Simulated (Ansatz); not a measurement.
A geometry of Zr away from equilibrium: the start of the relaxation of a generated trial cell of Zr in the AFLOW prototype A_cI16_220_c (as in Li). All values below come from r2SCAN (plane waves to 500 eV, PAW, scalar-relativistic; Ansatz, an electronic-structure program). Γ-centred k-mesh 7×7×7 on the run's cell (coarser than for final values), Fermi–Dirac smearing 0.05 eV.

```xyz
8
Lattice="-3.5957 3.5957 3.5957 3.5957 -3.5957 3.5957 3.5957 3.5957 -3.5957" Properties=species:S:1:pos:R:3 pbc="T T T"
Zr     1.4455     1.4455     1.4455
Zr    -1.4455     2.1502     1.4455
Zr     2.1502     1.4455    -1.4455
Zr     1.4455    -1.4455     2.1502
Zr     3.2433     3.2433     3.2433
Zr     0.3524     3.9481    -0.3524
Zr     3.9481    -0.3524     0.3524
Zr    -0.3524     0.3524     3.9481
```

Problem. Which atoms carry the largest force, and which way does it point?

Solution. 1.51 eV/Å, on Zr1, Zr2, Zr3, Zr4, Zr5, Zr6, Zr7, Zr8 (atoms numbered as listed); on Zr1 its components are (0.87, 0.87, 0.87).

Problem. What is the pressure?

Solution. +2.5 GPa, compression positive.

Problem. How far above the relaxed end point is this geometry?

Solution. 0.31 eV/atom; the path ends in I-43d (No. 220) (AFLOW prototype A_cI16_220_c (as in Li)).

No spin polarisation in the result.

The run could not lose the symmetry of its start: the end is stationary, and may be a saddle point rather than a minimum.

The end of the path is a generated cell of Zr: the first start was made by placing the elements on the sites of a structure type, and the end was not matched to a known phase here, so it may be hypothetical. Known forms of Zr include space group No. 194.
